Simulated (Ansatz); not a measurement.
AgI (zinc blende)

```cif
data_Ag4I4
_chemical_formula_sum 'I4 Ag4'
_space_group_name_H-M_alt 'F-43m'
_space_group_IT_number 216
_space_group_name_Hall 'F -4 2 3'
_cell_length_a 6.44986
_cell_length_b 6.44986
_cell_length_c 6.44986
_cell_angle_alpha 90.000
_cell_angle_beta 90.000
_cell_angle_gamma 90.000
loop_
_atom_site_label
_atom_site_type_symbol
_atom_site_symmetry_multiplicity
_atom_site_Wyckoff_symbol
_atom_site_fract_x
_atom_site_fract_y
_atom_site_fract_z
_atom_site_occupancy
I1 I 4 c 0.25000 0.25000 0.25000 1
Ag1 Ag 4 a 0.00000 0.00000 0.00000 1
```
(The calculation used a cell of 2 atoms; values per cell refer to that cell.)

Equation-of-state scan: isotropic scaling of the cell above, V₀ being its volume. Symmetry pins the atoms to their sites.

Level of theory: PBEsol (plane waves to 420 eV, PAW, scalar-relativistic; Ansatz, a first-principles code). k mesh 9×9×9 (Γ-centred), Fermi-Dirac smearing 0.05 eV. Energies are smeared free energies. AgI was relaxed with its symmetry unable to fall. Spin-orbit coupling is left out, though I is heavy. The zero of ΔE is the relaxed starting cell.

Question: Estimate the ΔE (meV/atom) for V/V₀ = 0.940, 0.955, 0.970, 1.030, 1.060.

Answer: 
| V/V₀ | ΔE (meV/atom) |
|---|---|
| 0.940 | 14.8 |
| 0.955 | 8.1 |
| 0.970 | 3.5 |
| 1.030 | 3.0 |
| 1.060 | 11.3 |

(A scan under strain: stresses follow from slopes of the energy per volume, elastic moduli from its curvatures.)
